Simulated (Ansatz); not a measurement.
Relaxation of a generated cell, W placed in the AFLOW prototype A_hR3_166_ac (C19, as in Sm); 3 atoms in the cell, which starts as R-3m, hexagonal axes (No. 166), hR3; a = b = 2.828 Å, c = 20.503 Å, α = β = 90.00°, γ = 120.00°. These are r2SCAN (plane waves to 500 eV, PAW, scalar-relativistic; Ansatz, an electronic-structure program) values and carry that method's errors. Γ-centred k-mesh 13×13×13 on the run's cell (coarser than for final values), Fermi–Dirac smearing 0.05 eV. This is the first round of the run. 

The optimiser's lines from the output (shortened; P is positive under compression):

```
relax step   1: F+E_penalty+E_count = -31192.84384985 eV  Δ(F+E_penalty+E_count) = +0.000e0 eV  max|allowed force component| = 2.975e-1 eV/Å  Δτ_max = 0.0000 Å  P = +7.609 GPa  Ω = 47.332 Å³  (7 SCF iters, dr2 threshold 1.00e-7 eV, accepted)
relax step   2: F+E_penalty+E_count = -31192.95482769 eV  Δ(F+E_penalty+E_count) = -1.110e-1 eV  max|allowed force component| = 5.182e-1 eV/Å  Δτ_max = 0.0263 Å  P = -8.671 GPa  Ω = 50.128 Å³  (8 SCF iters, dr2 threshold 3.00e-7 eV, accepted)
relax step   3: F+E_penalty+E_count = -31193.05711582 eV  Δ(F+E_penalty+E_count) = -1.023e-1 eV  max|allowed force component| = 3.776e-1 eV/Å  Δτ_max = 0.0076 Å  P = -6.547 GPa  Ω = 49.834 Å³  (6 SCF iters, dr2 threshold 3.00e-7 eV, accepted)
relax step   4: F+E_penalty+E_count = -31193.08491907 eV  Δ(F+E_penalty+E_count) = -2.780e-2 eV  max|allowed force component| = 1.115e-1 eV/Å  Δτ_max = 0.0204 Å  P = +2.982 GPa  Ω = 48.601 Å³  (9 SCF iters, dr2 threshold 3.00e-7 eV, accepted)
relax step   5: F+E_penalty+E_count = -31193.10267727 eV  Δ(F+E_penalty+E_count) = -1.776e-2 eV  max|allowed force component| = 1.720e-2 eV/Å  Δτ_max = 0.0048 Å  P = +0.605 GPa  Ω = 48.659 Å³  (6 SCF iters, dr2 threshold 3.00e-7 eV, accepted)
relax step   6: F+E_penalty+E_count = -31193.11374876 eV  Δ(F+E_penalty+E_count) = -1.107e-2 eV  max|allowed force component| = 2.995e-3 eV/Å  Δτ_max = 0.0003 Å  P = +0.012 GPa  Ω = 48.875 Å³  (5 SCF iters, dr2 threshold 3.00e-7 eV, accepted)
relax step   7: F+E_penalty+E_count = -31193.11375805 eV  Δ(F+E_penalty+E_count) = -9.288e-6 eV  max|allowed force component| = 6.459e-5 eV/Å  Δτ_max = 0.0001 Å  P = -0.001 GPa  Ω = 48.874 Å³  (4 SCF iters, dr2 threshold 2.67e-8 eV, accepted)
relax step   8: F+E_penalty+E_count = -31193.11436981 eV  Δ(F+E_penalty+E_count) = -6.118e-4 eV  max|allowed force component| = 1.033e-4 eV/Å  Δτ_max = 0.0000 Å  P = +0.011 GPa  Ω = 48.874 Å³  stress off target by 2.23e-2 GPa  SCF on the basis re-selected at this cell (its energy is not comparable with the rows above)  (7 SCF iters)
relax step   9: F+E_penalty+E_count = -31193.11436931 eV  Δ(F+E_penalty+E_count) = +4.960e-7 eV  max|allowed force component| = 3.795e-6 eV/Å  Δτ_max = 0.0000 Å  P = -0.001 GPa  Ω = 48.876 Å³  (4 SCF iters, dr2 threshold 1.24e-9 eV, accepted)
relax step  10: F+E_penalty+E_count = -31193.11436958 eV  Δ(F+E_penalty+E_count) = -2.697e-7 eV  max|allowed force component| = 4.226e-6 eV/Å  Δτ_max = 0.0000 Å  P = -0.001 GPa  Ω = 48.876 Å³  stress off target by 1.50e-3 GPa  SCF on the basis re-selected at this cell (its energy is not comparable with the rows above)  (4 SCF iters)
```

From the first to the last row the energy changes by -0.09 eV/atom and the volume by +3.3 %. The last row is marked as not comparable with the walk above it, whose basis was carried along; it does compare with step 1, since both stand on a basis selected at the nominal cutoff for their own cell.

Later rounds, restarted from the end of this one on a renewed k-mesh, logged 9 more steps and released under 0.01 eV/atom more. The final structure after all rounds: R-3m, hexagonal axes (No. 166), hR3, AFLOW prototype A_hR3_166_ac (C19, as in Sm); a = 2.7627 Å, b = 2.7627 Å, c = 22.1768 Å, α = 90.00°, β = 90.00°, γ = 120.00°. Between re-selections the logged energies stand on a plane-wave basis carried along with the cell. No spin polarisation in the result.

The run could not lose the symmetry of its start, so the end can be a saddle point.

The relaxed structure here is a generated cell of W: the first start was made by placing the elements on the sites of a structure type, and the end was not matched to a known phase here, so it may be hypothetical. Known forms of W include space group No. 229.
